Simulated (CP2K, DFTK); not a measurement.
Given: the input of a run of CP2K 2026.2 on NbSi. The cell comes from a database or a generator and needn't be the stable form of this composition.

The input nbsi_scf.inp:

```
&GLOBAL
  PROJECT nbsi_scf
  RUN_TYPE ENERGY_FORCE
  PRINT_LEVEL LOW
&END GLOBAL
&FORCE_EVAL
  METHOD QS
  STRESS_TENSOR ANALYTICAL
  &DFT
    BASIS_SET_FILE_NAME BASIS_MOLOPT_UZH
    POTENTIAL_FILE_NAME POTENTIAL_UZH
    &MGRID
      CUTOFF 450
      REL_CUTOFF 60
      NGRIDS 5
    &END MGRID
    &QS
      METHOD GPW
      EPS_DEFAULT 1.0E-10
    &END QS
    &KPOINTS
      SCHEME MONKHORST-PACK 8 8 8
      GAMMA_CENTERED T
      SYMMETRY T
      SYMMETRY_BACKEND SPGLIB
    &END KPOINTS
    &SCF
      SCF_GUESS ATOMIC
      EPS_SCF 1.0E-6
      MAX_SCF 100
      ADDED_MOS 13
      CHOLESKY OFF
      EPS_EIGVAL 1.0E-7
      &DIAGONALIZATION ON
        ALGORITHM STANDARD
      &END DIAGONALIZATION
      &MIXING ON
        METHOD BROYDEN_MIXING
        ALPHA 0.4
        BETA 1.5
        NBUFFER 8
      &END MIXING
      &SMEAR ON
        METHOD FERMI_DIRAC
        ELECTRONIC_TEMPERATURE 580.23
      &END SMEAR
    &END SCF
    &XC
      &XC_FUNCTIONAL
        &GGA_X_PBE
        &END GGA_X_PBE
        &GGA_C_PBE
        &END GGA_C_PBE
      &END XC_FUNCTIONAL
    &END XC
    &PRINT
      &KPOINTS ON
      &END KPOINTS
      &MULLIKEN ON
      &END MULLIKEN
      &MO ON
        ENERGIES T
        OCCUPATION_NUMBERS T
        &EACH
          QS_SCF 0
        &END EACH
        ADD_LAST NUMERIC
      &END MO
      &LOWDIN ON
      &END LOWDIN
      &HIRSHFELD ON
        SHAPE_FUNCTION DENSITY
      &END HIRSHFELD
    &END PRINT
  &END DFT
  &SUBSYS
    &CELL
      A 3.1564400000 0.0000000000 0.0000000000
      B 0.0000000000 3.1564400000 0.0000000000
      C 0.0000000000 0.0000000000 3.1564400000
      PERIODIC XYZ
    &END CELL
    &COORD
      SCALED
      Nb  0.0000000000 0.0000000000 0.0000000000
      Si  0.5000000000 0.5000000000 0.5000000000
    &END COORD
    &KIND Nb
      BASIS_SET TZVP-MOLOPT-PBE-GTH-q13
      POTENTIAL GTH-PBE-q13
    &END KIND
    &KIND Si
      BASIS_SET TZVP-MOLOPT-PBE-GTH-q4
      POTENTIAL GTH-PBE-q4
    &END KIND
    &PRINT
      &ATOMIC_COORDINATES ON
      &END ATOMIC_COORDINATES
      &CELL ON
      &END CELL
    &END PRINT
  &END SUBSYS
  &PRINT
    &FORCES ON
    &END FORCES
    &STRESS_TENSOR ON
    &END STRESS_TENSOR
  &END PRINT
&END FORCE_EVAL
```

Potentials or basis: POTENTIAL_UZH Nb GTH-PBE-q13, Si GTH-PBE-q4; TZVP-MOLOPT-PBE-GTH basis.

Run with:

```sh
$ OMP_NUM_THREADS=1 cp2k.psmp -i nbsi_scf.inp -o nbsi_scf.out
```

**Question.** Set up the same calculation for DFTK 0.8.2. Potentials or basis there: PseudoDojo SR PBE 0.4.1 standard (PBE), cutoff 1116 eV.

**Answer.** As run (cutoffs and basis follow the program's own potentials, and thresholds, step limits or extra output files can differ):

Contents of run.jl:

```julia
using DFTK
using PseudoPotentialData
using Unitful, UnitfulAtomic
using LinearAlgebra, Printf
include("save.jl")
disable_threading()

# lattice vectors are the columns
lattice = austrip(1u"Å") * [       3.15644            0.0            0.0;
                      0.0        3.15644            0.0;
                      0.0            0.0        3.15644]
symbols   = [:Nb, :Si]
positions = [[0.0, 0.0, 0.0],
             [0.5, 0.5, 0.5]]
pseudopotentials = PseudoFamily("dojo.nc.sr.pbe.v0_4_1.standard.upf")
elements = Dict(s => ElementPsp(s, pseudopotentials) for s in unique(symbols))
atoms    = [elements[s] for s in symbols]

build_model(lattice, positions; symmetries=true) =
    model_DFT(lattice, atoms, positions;
              functionals=PBE(),
              temperature=austrip(0.05u"eV"),
              smearing=Smearing.FermiDirac(),
              symmetries)
Ecut  = 41.0  # hartree
kgrid = [8, 8, 8]
tol   = 1e-6
to_GPa = ustrip(uconvert(u"GPa", 1u"hartree/bohr^3"))

model = build_model(lattice, positions)
basis = PlaneWaveBasis(model; Ecut, kgrid)
display(basis)
scfres = self_consistent_field(basis;
                               tol,
                               nbandsalg=AdaptiveBands(model; n_bands_converge=13))
display(scfres.energies)
@printf "Fermi level: %.6f eV\n" ustrip(auconvert(u"eV", something(scfres.εF, NaN)))
forces = compute_forces_cart(scfres)
println("Forces (eV/Å)")
for (s, f) in zip(symbols, forces)
    @printf "%-3s %12.6f %12.6f %12.6f\n" s ustrip.(auconvert.(u"eV/Å", f))...
end
stress = compute_stresses_cart(scfres)
println("Stress (GPa)")
display(round.(stress * to_GPa; digits=4))
println("Levels at the first k-point (eV): ", round.(ustrip.(auconvert.(u"eV", scfres.eigenvalues[1][1:scfres.n_bands_converge])); digits=4))
save_scf!(scfres; forces, stress)
```

Potentials or basis: dojo.nc.sr.pbe.v0_4_1.standard.upf (PBE).

Command:

```sh
$ julia --threads=1 run.jl  # save.jl only writes the numbers to a file and isn't shown; printed stress counts tension as positive; times include loading and compiling
```

Both were run:

|  | CP2K | DFTK |
| --- | --- | --- |
| Pressure | 0.5 GPa | -0.1 GPa |

Pressure is positive in compression.
